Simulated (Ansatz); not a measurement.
**HfO2 (fluorite): energy against volume**

HfO2 (fluorite)

```
CELL_PARAMETERS angstrom
      0.00000     2.52923     2.52923
      2.52923     0.00000     2.52923
      2.52923     2.52923     0.00000
ATOMIC_POSITIONS crystal
  Hf 0.00000 0.00000 0.00000
  O  0.25000 0.25000 0.25000
  O  0.75000 0.75000 0.75000
```

Equation-of-state scan: isotropic scaling of the cell above, V₀ being its volume. Symmetry pins the atoms to their sites.

Level of theory: r2SCAN (plane waves to 500 eV, PAW, scalar-relativistic; Ansatz, a program for electronic structure). k mesh 11×11×11 (Γ-centred), Fermi-Dirac smearing 0.05 eV. Energies are smeared free energies. Stress and pressure are positive under compression. HfO2 is run without spin polarisation. HfO2 was relaxed with its symmetry unable to fall. Spin-orbit coupling is left out, though Hf is heavy. This is a high-temperature form of HfO2. ΔE is measured from the relaxed starting cell.

| V (Å³/atom) | ΔE (meV/atom) | P (GPa) |
|---|---|---|
| 9.708 | 109.2 | 35.5 |
| 9.977 | 58.6 | 24.8 |
| 10.247 | 24.9 | 15.5 |
| 10.517 | 6.0 | 7.2 |
| 10.786 | 0.0 | 0.0 |
| 11.056 | 5.5 | -6.4 |
| 11.326 | 21.0 | -11.9 |
| 11.595 | 45.3 | -16.8 |
| 11.865 | 77.3 | -21.1 |

Read from the data:

```yaml
pressure_at_the_smallest_volume: 35.5 GPa
energy_cost_of_the_largest_compression: 109.2 meV/atom
energy_cost_of_the_largest_expansion: 77.3 meV/atom
Bulk modulus B₀ (third-order Birch-Murnaghan fit): 271 GPa
Pressure derivative B₀′ (fit): 4.2
equilibrium_volume_of_the_fit: 10.79 Å³/atom
Pressure for 5 % compression (fit): 15.5 GPa
```

(A scan under strain: stresses follow from slopes of the energy per volume, elastic moduli from its curvatures.)
